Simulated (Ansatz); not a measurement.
Li (bcc, W type)

```
Li
1.0
   -3.43479     3.43479     3.43479
    0.00000     0.00000     3.43479
    0.00000     3.43479     0.00000
Li
2
Direct
  0.00000   0.00000   0.00000
  0.50000   0.00000   0.00000
```

The atoms are displaced by Q × the pattern below (from a DFPT mode at H = (0.5, 0.5, 0.5), largest move 1; Q in Å), at fixed cell. It is one choice among 3 degenerate patterns. (q is in reciprocal vectors of the primitive cell; the cell shown is doubled to hold the pattern.)

```
atom      x      y       z
----  -----  -----  ------
Li1   0.000  0.000  -1.000
Li2   0.000  0.000   1.000
```

The numbers are results of PBE (plane waves to 420 eV, PAW, scalar-relativistic; Ansatz, an electronic-structure program), not measurements. k mesh 19×19×19 (Γ-centred), Fermi-Dirac smearing 0.05 eV. E stands for the smeared free energy. With partly filled bands, energies and forces of such displacements shift with the k mesh and the smearing. Li was relaxed with its symmetry unable to fall. The PAW data are Ansatz's earlier set. The zero of ΔE is the undisplaced structure.

Task: Give the computed ΔE (eV/cell) and −dE/dQ from forces (eV/Å) at Q (Å) = -0.083, -0.067, -0.050, -0.033, -0.017, 0.050, 0.067, 0.100.

Result: 
| Q (Å) | ΔE (eV/cell) | −dE/dQ from forces (eV/Å) |
|---|---|---|
| -0.083 | 0.0193 | 0.461 |
| -0.067 | 0.0124 | 0.370 |
| -0.050 | 0.0070 | 0.279 |
| -0.033 | 0.0031 | 0.186 |
| -0.017 | 0.0008 | 0.093 |
| 0.050 | 0.0070 | -0.279 |
| 0.067 | 0.0124 | -0.370 |
| 0.100 | 0.0277 | -0.550 |

(For displaced atoms, the force is minus the slope of the energy, and its curvature is a force constant, which sets phonon frequencies.)
